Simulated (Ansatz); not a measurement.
## Band table of LaAg

```xyz
2
Lattice="3.6302 0.0000 0.0000 0.0000 3.6302 0.0000 0.0000 0.0000 3.6302" Properties=species:S:1:pos:R:3 pbc="T T T"
La    1.8151    1.8151    1.8151
Ag    0.0000    0.0000    0.0000
```

The base volume is that of a database entry, so it needn't be at zero pressure; the structure needn't be the stable phase, at rest or compressed.

Level of theory: DFT with PBEsol, scalar-relativistic, in Ansatz 0.2.0; a Γ-centred 10×10×10 k mesh, Fermi–Dirac smearing of 0.05 eV, no spin polarisation. LAPW: all electrons, basis error target 1 meV/atom.

This run: volume at 0.9 of the series' base cell.

Spin–orbit coupling is left out, which matters for the heavy atoms.

Path points, in fractions of the reciprocal vectors: Γ (0.000, 0.000, 0.000), X (0.000, 0.500, 0.000), M (0.500, 0.500, 0.000), R (0.500, 0.500, 0.500). The distance column jumps between branches of the path. Levels in eV from the Fermi level; bands 15 to 27, counted from the lowest band of the run. The gap is zero, the pressure 7.00 GPa.

```
# k(1/Å) point b15 b16 b17 b18 b19 b20 b21 b22 b23 b24 b25 b26 b27
0.000 Γ -16.07 -16.07 -16.07 -5.83 -5.83 -5.56 -4.98 -4.98 -4.98 0.19 0.19 1.88 1.88
0.144 - -16.16 -16.07 -16.07 -5.81 -5.77 -5.42 -4.98 -4.98 -4.98 0.16 0.27 1.83 1.87
0.288 - -16.38 -16.05 -16.05 -5.76 -5.60 -5.02 -4.98 -4.98 -4.97 0.08 0.44 1.68 1.85
0.433 - -16.67 -16.03 -16.03 -5.68 -5.37 -4.98 -4.98 -4.95 -4.45 -0.04 0.43 1.56 1.78
0.577 - -16.95 -16.01 -16.01 -5.60 -5.14 -4.97 -4.97 -4.94 -3.75 -0.17 -0.12 1.65 1.65
0.721 - -17.14 -16.00 -16.00 -5.54 -4.98 -4.96 -4.96 -4.93 -2.97 -0.96 -0.26 1.49 1.49
0.865 X -17.20 -15.99 -15.99 -5.52 -4.96 -4.96 -4.92 -4.92 -2.38 -1.59 -0.30 1.42 1.42
1.010 - -17.19 -16.07 -15.99 -5.50 -5.03 -4.99 -4.95 -4.91 -2.17 -1.75 -0.16 1.42 1.48
1.154 - -17.15 -16.26 -15.96 -5.48 -5.18 -5.06 -5.04 -4.88 -2.11 -1.62 0.23 1.38 1.63
1.298 - -17.09 -16.51 -15.93 -5.52 -5.35 -5.16 -5.15 -4.79 -2.46 -0.91 0.84 1.29 1.75
1.442 - -17.03 -16.74 -15.89 -5.62 -5.49 -5.26 -5.26 -4.66 -2.69 -0.18 1.17 1.41 1.81
1.587 - -16.99 -16.91 -15.87 -5.72 -5.58 -5.33 -5.33 -4.55 -2.80 0.48 1.06 1.43 1.83
1.731 M -16.97 -16.97 -15.86 -5.77 -5.61 -5.36 -5.36 -4.51 -2.82 1.02 1.02 1.05 1.84
1.935 - -16.94 -16.92 -15.88 -5.69 -5.55 -5.33 -5.28 -4.59 -2.78 0.25 1.09 1.53 1.83
2.139 - -16.83 -16.77 -15.92 -5.57 -5.40 -5.27 -5.10 -4.81 -2.81 -0.36 1.24 1.37 1.69
2.343 - -16.63 -16.55 -15.98 -5.53 -5.26 -5.17 -5.13 -4.95 -3.41 -0.12 0.92 1.05 1.64
2.547 - -16.39 -16.32 -16.03 -5.64 -5.46 -5.16 -5.08 -4.91 -4.37 0.21 0.60 1.22 1.78
2.751 - -16.16 -16.14 -16.06 -5.77 -5.73 -5.30 -5.01 -4.96 -4.95 0.19 0.30 1.75 1.86
2.955 Γ -16.07 -16.07 -16.07 -5.83 -5.83 -5.56 -4.98 -4.98 -4.98 0.19 0.19 1.88 1.88
3.204 - -16.17 -16.13 -16.13 -5.71 -5.71 -5.21 -5.01 -5.01 -4.87 0.28 0.28 1.70 1.82
3.454 - -16.37 -16.30 -16.30 -5.44 -5.44 -5.09 -5.06 -5.06 -3.99 0.59 0.59 1.21 1.53
3.704 - -16.56 -16.50 -16.50 -5.25 -5.22 -5.22 -5.02 -5.02 -3.17 0.43 0.43 1.35 1.42
3.954 - -16.71 -16.69 -16.69 -5.37 -5.12 -5.12 -4.83 -4.83 -2.71 -0.68 -0.68 1.55 1.78
4.204 - -16.82 -16.82 -16.82 -5.17 -5.01 -5.01 -4.62 -4.62 -2.33 -1.66 -1.66 0.80 1.92
4.454 R -16.87 -16.87 -16.87 -4.96 -4.96 -4.96 -4.49 -4.49 -2.08 -2.08 -2.08 0.12 1.95
4.658 - -16.89 -16.82 -16.82 -5.09 -5.05 -4.97 -4.63 -4.54 -2.26 -1.82 -1.76 0.61 1.92
4.862 - -16.93 -16.67 -16.66 -5.31 -5.22 -4.98 -4.91 -4.63 -2.45 -1.19 -1.07 1.39 1.80
5.065 - -17.01 -16.46 -16.45 -5.41 -5.29 -5.17 -4.99 -4.74 -2.45 -0.66 -0.40 1.43 1.82
5.269 - -17.10 -16.23 -16.22 -5.36 -5.33 -5.18 -4.99 -4.83 -2.25 -1.15 0.40 0.66 1.86
5.473 - -17.17 -16.06 -16.06 -5.48 -5.11 -5.00 -4.97 -4.90 -1.98 -1.86 -0.03 1.07 1.80
5.677 X -17.20 -15.99 -15.99 -5.52 -4.96 -4.96 -4.92 -4.92 -2.38 -1.59 -0.30 1.42 1.42
6.901 R -16.87 -16.87 -16.87 -4.96 -4.96 -4.96 -4.49 -4.49 -2.08 -2.08 -2.08 0.12 1.95
7.045 - -16.88 -16.88 -16.81 -5.01 -5.01 -4.99 -4.59 -4.50 -2.22 -1.91 -1.91 0.38 1.94
7.190 - -16.90 -16.90 -16.64 -5.11 -5.11 -5.09 -4.85 -4.50 -2.46 -1.43 -1.43 0.92 1.90
7.334 - -16.92 -16.92 -16.39 -5.23 -5.21 -5.21 -5.19 -4.50 -2.64 -0.75 -0.75 1.39 1.78
7.478 - -16.94 -16.94 -16.13 -5.49 -5.41 -5.29 -5.29 -4.51 -2.74 0.05 0.05 1.53 1.67
7.622 - -16.96 -16.96 -15.93 -5.69 -5.55 -5.34 -5.34 -4.51 -2.80 0.75 0.75 1.19 1.80
7.767 M -16.97 -16.97 -15.86 -5.77 -5.61 -5.36 -5.36 -4.51 -2.82 1.02 1.02 1.05 1.84
```
